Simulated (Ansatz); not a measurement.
The calculation used Ansatz 0.2.0, DFT PBE, scalar-relativistic, plane waves, PAW. Settings: cutoff 420 eV, Γ-centred meshes spaced at most about 0.3 Å⁻¹, and about 0.25 Å⁻¹ or finer for metals (2π included), Gaussian smearing. No spin polarisation in the final relaxations.

All energies are static (0 K, no zero-point motion).

Two forms of ZrMo2C2 were relaxed alike.

1.

```xyz
5
Lattice="3.6287 0.0000 0.0000 0.0000 3.6287 0.0000 0.0000 0.0000 4.6139" Properties=species:S:1:pos:R:3 pbc="T T T"
Zr    0.0000    0.0000    0.0000
Mo    1.8144    0.0000    2.3070
Mo    0.0000    1.8144    2.3070
C     1.8144    1.8144    3.8613
C     1.8144    1.8144    0.7527
```

2.

```xyz
5
Lattice="4.1882 0.0000 0.0000 -2.0941 3.6271 0.0000 0.0000 0.0000 5.5904" Properties=species:S:1:pos:R:3 pbc="T T T"
Zr    0.0000    0.0000    0.0000
Mo    0.0000    2.4181    2.7952
Mo    2.0941    1.2090    2.7952
C     0.0000    0.0000    3.4709
C     0.0000    0.0000    2.1195
```

Question: Which would you expect to be lower, and how large is the difference?

Answer: Cell 1 is lower, by 0.73 eV/atom. Cell 1 has space group P4/mmm (No. 123), 12.2 Å³/atom and no gap on its mesh; cell 2 has space group P6/mmm (No. 191), 17.0 Å³/atom and no gap. Counting C atoms around Mo and Zr (those within 1.25 times the shortest such distance or 1.15 times the sum of covalent radii, 1.27 where that leaves under three), cell 1 has Zr 8, Mo 4 and cell 2 has Zr 2, Mo 6. Cell 1 and cell 2 both hold C–C pairs. The denser one is the lower, and pressure would at first widen the difference. Even the lower one lies +0.16 eV/atom against the reference forms of the elements (uncorrected), so neither is stable at this level. Both come from invented guesses. A third cell relaxed alike, in P4/nmm, lies 70 meV/atom below the lower of the two.

Cells relaxed within their symmetry can be saddle points.
